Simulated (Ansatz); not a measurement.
**What settings do to one calculation: Si started on a N site in zincblende AlN, 16 atoms, charge 0**

Ansatz (PAW, plane waves), atoms fixed. The base input:

```yaml
crystal:
  lattice:
    - [0.000000, 4.377722, 4.377722]
    - [4.377722, 0.000000, 4.377722]
    - [4.377722, 4.377722, 0.000000]
  atoms:
    - { symbol: Al, position: [0.043972, 0.000373, 0.996762] }
    - { symbol: Al, position: [0.506359, 0.491214, 0.478893], spin: 0.2 }
    - { symbol: Al, position: [0.018817, 0.034613, 0.501221] }
    - { symbol: Al, position: [0.546842, 0.483009, 0.007404], spin: 0.2 }
    - { symbol: Al, position: [0.000145, 0.512102, 0.013647] }
    - { symbol: Al, position: [0.489060, 0.016391, 0.496362], spin: 0.2 }
    - { symbol: Al, position: [0.460628, 0.037630, 0.006844] }
    - { symbol: Al, position: [0.995369, 0.475056, 0.512669], spin: 0.2 }
    - { symbol: N, position: [0.147500, 0.129007, 0.107598] }
    - { symbol: N, position: [0.162187, 0.112217, 0.623531] }
    - { symbol: N, position: [0.637261, 0.641397, 0.112035] }
    - { symbol: N, position: [0.105987, 0.618401, 0.148503] }
    - { symbol: N, position: [0.605576, 0.120274, 0.636928] }
    - { symbol: N, position: [0.615660, 0.114220, 0.143761] }
    - { symbol: N, position: [0.140411, 0.596795, 0.638648] }
    - { symbol: Si, position: [0.622439, 0.609907, 0.613854], spin: 0.2 }
kpoints:
  mp_grid: { grid: [2, 2, 2], shift: [0.5, 0.5, 0.5] }
hamiltonian:
  xc: pbesol
magnetization:
  spin_polarized: true
scf:
  occupations: { method: fermi_dirac, width: 0.01 }
output:
  forces: true
  eigenvalues: true
  stress: true
  populations: true
```

Command:

```sh
ansatz run in.yaml --threads 7 --pin off --max-ram 13300MiB --runs-dir r --events-out ev --progress --plain
```

It converged in 18 iterations and 2.7 s of wall time on 7 threads of a Neoverse-V2 processor, on a host shared with other runs; peak host memory 0.74 GiB; largest force component 7.41 eV/Å, pressure 35.81 GPa. The cutoff was the default, 420 eV. The base isn't a converged reference: it has few k points, and its atoms are unrelaxed. Each run below changes the keys shown and caps the iterations.

```
run                                                                            changed     ending  iterations  free energy less the base (meV per atom)  rms change of forces (eV/Å)  change of pressure (GPa)  wall time (s, shared host)
  1                                                      occupations cold, max_iter 60  converged          16                                       0.0                        0.000                      0.00                     2.4 CPU
  2                                   dr2_threshold 0.01, max_iter 100, total_charge 6  converged          46                                other zero                        1.831                     36.32                      14 CPU
  3                      mixing algorithm linear, initial_magnetization 8, max_iter 60    refused           –                                         –                            –                         –                           –
  4                                                         accuracy high, max_iter 90  converged          18                                       0.0                        0.000                      0.00                     2.1 CPU
  5                                                       ecutrho_ratio 3, max_iter 60  converged          18                                       0.0                        0.000                      0.00                     2.3 CPU
  6  initial_magnetization 1, dispersion d3bj, max_iter 90, k points the Γ point alone  converged          24                                other zero                        1.195                      0.70                     3.6 CPU
  7                                               xc pbe0, width 0.001 eV, max_iter 60  converged          35                                other zero                        0.233                     -0.56                      36 CPU
  8                              xc rpbe, mixing beta 1.0, ecutwfc 120 eV, max_iter 50  converged          12                                other zero                        1.421                     14.58                     0.9 CPU
  9                             accuracy high, xc lda, dr2_threshold 0.01, max_iter 50  converged          12                                other zero                        0.134                     -5.15                     3.3 CPU
 10                         xc_grid 3 (2 is the default), ecutrho_ratio 6, max_iter 80  converged          18                                       0.0                        0.000                      0.00                     3.6 CPU
```

«Other zero»: another functional, charge or dispersion term moves the zero of energy, so the difference says nothing of accuracy.

Runs with exact exchange count the iterations of all their loops.

Question: Which changes leave the result alone, and which of the same physical model moves the forces most?

Answer: The forces move by under 0.002 eV/Å in runs 1, 4, 5, 10. Among the runs with the same functional, charge and dispersion term, none moves them by over 0.01 eV/Å.

Question: Why did some runs give no result?

Answer: - run 3: YAML parse error: error: line 33 column 24: unknown variant `linear`, expected one of auto, anderson, broyden, msr1
